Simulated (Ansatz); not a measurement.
Clean, relaxed (100) surface of Ca, space group Im-3m (No. 229) (top face towards +c; atoms held fixed, by place in the list: 1, 2):

```
CELL_PARAMETERS angstrom
4.32301 0.00000 0.00000
0.00000 4.32301 0.00000
0.00000 0.00000 23.48452
ATOMIC_POSITIONS crystal
Ca 0.50000 0.50000 0.36194
Ca 0.00000 0.00000 0.45398
Ca 0.50000 0.50000 0.54269
Ca 0.00000 0.00000 0.63687
```

Computed with Ansatz, DFT PBEsol, scalar-relativistic, plane waves, PAW. Plane waves to 420 eV, a k mesh through Γ of 7×7×1 on the computed 4-atom cell and Gaussian smearing (0.10 eV); no spin polarisation. A dipole correction removes the field between periodic images along c.

The adsorption energy is E(slab + adsorbate) − E(slab) − E(free adsorbate, spin-polarised where open-shell). With the adsorbate the cell is lengthened along c to keep the vacuum.

Task: CO is put at the bridge (Ca-Ca) at (0.00, 0.50) site, one adsorbate per 18.7 Å². What structure does it relax to?

Result: E_ads = -0.55 eV. Contacts: C–Ca 2.67 Å. Bonds within the adsorbate: C–O 1.17 Å.

```
CELL_PARAMETERS angstrom
4.32301 0.00000 0.00000
0.00000 4.32301 0.00000
0.00000 0.00000 26.63452
ATOMIC_POSITIONS crystal
Ca 0.50000 0.50000 0.31913
Ca 0.00000 0.00000 0.40029
Ca 0.50000 0.50000 0.47815
Ca 0.00000 0.00000 0.56518
C 0.00000 0.50000 0.62418
O 0.00000 0.50000 0.66791
```

Each end is the local minimum or symmetric point that its start leads to. This isn't the usual crystal structure of Ca. The slab is only 6.5 Å thick, so the energies aren't converged with thickness.